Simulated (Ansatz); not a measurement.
One crystal and one scan (scan of one atom of the cell) at two levels, PBE (plane waves to 420 eV, PAW, scalar-relativistic; Ansatz, an electronic-structure program) and PBEsol (plane waves to 420 eV, PAW, scalar-relativistic; Ansatz), each from its own relaxed cell and on its own mesh. The cell shown is that of PBE.

HfO2 (tetragonal-ZrO2 type, space group P4_2/nmc)

```
CELL_PARAMETERS angstrom
      3.60482     0.00000     0.00000
      0.00000     3.60482     0.00000
      0.00000     0.00000     5.26502
ATOMIC_POSITIONS crystal
  Hf 0.00000 0.00000 0.00000
  Hf 0.50000 0.50000 0.50000
  O  0.00000 0.50000 0.19324
  O  0.00000 0.50000 0.69324
  O  0.50000 0.00000 0.30676
  O  0.50000 0.00000 0.80676
```

In each cell atom 5 (O, nearest neighbour Hf at 2.070 Å; its periodic images, 3.6 Å or more away, move with it) moves by s·(1.000, 0.000, 0.000) (along Cartesian x), the rest being held.

E stands for the smeared free energy. HfO2 is run without spin polarisation. HfO2 was relaxed with its symmetry unable to fall. Spin-orbit coupling is left out, though Hf is heavy. The PAW data are Ansatz's earlier set. This is a high-temperature form of HfO2. Percentages come from the unrounded values. Both scans cover s from -0.210 to 0.210 Å.

```tsv
quantity	PBE	PBEsol	PBE − PBEsol
Lattice constant a (Å)	3.605	3.568	+0.037 (+1.0 %)
Lattice constant c (Å)	5.265	5.167	+0.098 (+1.9 %)
Relaxed volume (Å³/atom)	11.40	10.96	+0.44 (+4.0 %)
Energy at s = 0.210 Å (meV/cell)	116.6	134.5	-17.9 (-13 %)
Force along the line at s = -0.210 Å (eV/Å)	1.143	1.320	-0.177 (-13 %)
Force constant k = d²E/ds² at s = 0 (finite differences) (eV/Å²)	5.13	5.91	-0.78 (-13 %)
```

PBE gives the higher value for: lattice constant a; lattice constant c; relaxed volume. PBE gives the lower value for: energy at s = 0.210 Å; force along the line at s = -0.210 Å; force constant k = d²E/ds² at s = 0. Both give the same symmetry of the curve: even: the same for both signs.

ΔE (meV/cell), each from the undisplaced structure of its own level:

```json
[
 {"s (Å)": "-0.210", "PBE": "116.6", "PBEsol": "134.5"},
 {"s (Å)": "-0.168", "PBE": "73.8", "PBEsol": "85.1"},
 {"s (Å)": "-0.126", "PBE": "41.2", "PBEsol": "47.4"},
 {"s (Å)": "-0.084", "PBE": "18.2", "PBEsol": "21.0"},
 {"s (Å)": "-0.042", "PBE": "4.5", "PBEsol": "5.2"},
 {"s (Å)": "0.000", "PBE": "0.0", "PBEsol": "0.0"},
 {"s (Å)": "0.042", "PBE": "4.5", "PBEsol": "5.2"},
 {"s (Å)": "0.084", "PBE": "18.2", "PBEsol": "21.0"},
 {"s (Å)": "0.126", "PBE": "41.2", "PBEsol": "47.4"},
 {"s (Å)": "0.168", "PBE": "73.8", "PBEsol": "85.1"},
 {"s (Å)": "0.210", "PBE": "116.6", "PBEsol": "134.5"}
]
```

(For displaced atoms, the force is minus the slope of the energy, and its curvature is a force constant, which sets phonon frequencies.)
